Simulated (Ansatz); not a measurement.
Starting structure of a cell relaxation (symmetry kept):

```cif
data_structure
_symmetry_space_group_name_H-M 'R-3m:H'
_symmetry_Int_Tables_number 166
_cell_length_a 3.1989
_cell_length_b 3.1989
_cell_length_c 23.2645
_cell_angle_alpha 90.000
_cell_angle_beta 90.000
_cell_angle_gamma 120.000
_cell_volume 206.16
loop_
_atom_site_label
_atom_site_type_symbol
_atom_site_symmetry_multiplicity
_atom_site_Wyckoff_symbol
_atom_site_fract_x
_atom_site_fract_y
_atom_site_fract_z
_atom_site_occupancy
Hf1 Hf 6 c 0.00000 0.00000 0.77942 1
Hf2 Hf 3 a 0.00000 0.00000 0.00000 1
N1 N 6 c 0.66667 0.33333 0.94525 1
```

The calculation used Ansatz 0.2.0, DFT PBEsol, scalar-relativistic, plane waves, PAW.

Plane waves to 420 eV, a k mesh through Γ of 12×12×12 on the computed 5-atom cell and Gaussian smearing (0.10 eV); no spin polarisation.

What does it relax to?

The volume drops by 0.13 Å³/atom to 13.61 Å³/atom, and the energy falls by 2.3 meV/atom. Final structure:
Space group R-3m:H (No. 166). a = 3.193 Å, b = 3.193 Å, c = 23.125 Å, α = 90.00°, β = 90.00°, γ = 120.00°
```
atom site symmetry x y z
  Hf    6c        3m  0.0000  0.0000  0.7790
  Hf    3a       -3m  0.0000  0.0000  0.0000
   N    6c        3m  0.6667  0.3333  0.9445
```

Spin–orbit coupling is left out, which can shift energies with elements as heavy as these.